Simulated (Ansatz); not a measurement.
SrCd2Sb2:
```
CELL_PARAMETERS angstrom
      4.75007     0.00000     0.00000
     -2.37504     4.11368     0.00000
      0.00000     0.00000     7.87877
ATOMIC_POSITIONS crystal
  Sr 0.00000 0.00000 0.00000
  Cd 0.33333 0.66667 0.63145
  Cd 0.66667 0.33333 0.36855
  Sb 0.33333 0.66667 0.25173
  Sb 0.66667 0.33333 0.74827
```

r²SCAN (plane waves, PAW; program Ansatz) gives a gap of 0.35 eV without spin–orbit coupling, maximum at Γ, minimum on the Γ–A line, 32 % of the way from Γ.

What happens when spin–orbit coupling is switched on?

The gap drops by 0.22 eV, to 0.13 eV; maximum at Γ, minimum on the Γ–A line, 34 % of the way from Γ.

Give the electron effective mass with spin–orbit coupling.

0.067, 0.067, 1.0 mₑ (principal values).

Give the hole effective mass with spin–orbit coupling.

0.085, 0.085, 0.46 mₑ (principal values).

Space group P-3m1. The workflow started from an entry of the Crystallography Open Database (COD). Its standing as an ambient phase is unchecked. The cell was relaxed with r²SCAN under the symmetry of its start; whether a distortion lowers the energy is not shown.

Potentials: the later of the program's two PAW sets.
